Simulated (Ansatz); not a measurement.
ScOF:
```xyz
12
Lattice="5.0819 0.0000 0.0000 0.0000 5.1173 0.0000 -0.3347 0.0000 5.2648" Properties=species:S:1:pos:R:3 pbc="T T T"
Sc     1.3008     1.1282     0.0767
Sc     3.4464     3.6869     5.1881
Sc     1.2787     3.8190     2.3453
Sc     3.4685     1.2604     2.9195
F      0.1799     1.9512     1.9573
F      4.5673     4.5098     3.3075
O      0.3176     4.5573     0.7450
O      4.4296     1.9987     4.5198
F      1.9918     2.5251     3.8971
F      2.7554     5.0837     1.3677
O      2.1461     5.0862     3.9550
O      2.6011     2.5276     1.3098
```

Relaxed with PBE. Special points in fractions of this cell's reciprocal vectors: Γ (0.000, 0.000, 0.000); Z (0.000, 0.500, 0.000); D (0.000, 0.500, 0.500); B (0.000, 0.000, 0.500); A (-0.500, 0.000, 0.500); E (-0.500, 0.500, 0.500); C2 (-0.500, 0.500, 0.000); Y2 (-0.500, 0.000, 0.000).

List the band energies nearest the valence-band maximum at these points for plane-wave PAW PBE (Ansatz code).

In eV from the valence-band maximum; about four levels below and three above (degenerate sets whole), none deeper than 8.9 eV; points with the same levels are listed once.

```
k                     below                above
--  -----------------------  -------------------
Γ   -0.67 -0.66 -0.14 -0.03       4.70 4.73 4.96
Z   -0.87 -0.87 -0.16 -0.16  4.66 4.66 4.92 4.92
D   -0.84 -0.84 -0.42 -0.42  4.63 4.63 5.02 5.02
B   -0.65 -0.65 -0.35 -0.11       4.63 4.79 4.89
A   -0.88 -0.65 -0.50 -0.19       4.35 4.61 4.85
E   -0.95 -0.95 -0.47 -0.47  4.47 4.47 4.79 4.79
C2  -0.89 -0.89 -0.36 -0.36  4.39 4.39 4.91 4.91
Y2  -0.69 -0.65 -0.37 -0.11       4.60 4.65 4.72
```

Space group P2_1. The start of the workflow was typed in or built on a structure type; neither database checked (COD, Materials Project) lists it. Whether it is the stable phase at ambient conditions was not checked. Symmetry was held in the PBE relaxation; whether a distortion lowers the energy is not shown. No spin polarisation was allowed.

Potentials: the later of the program's two PAW sets.
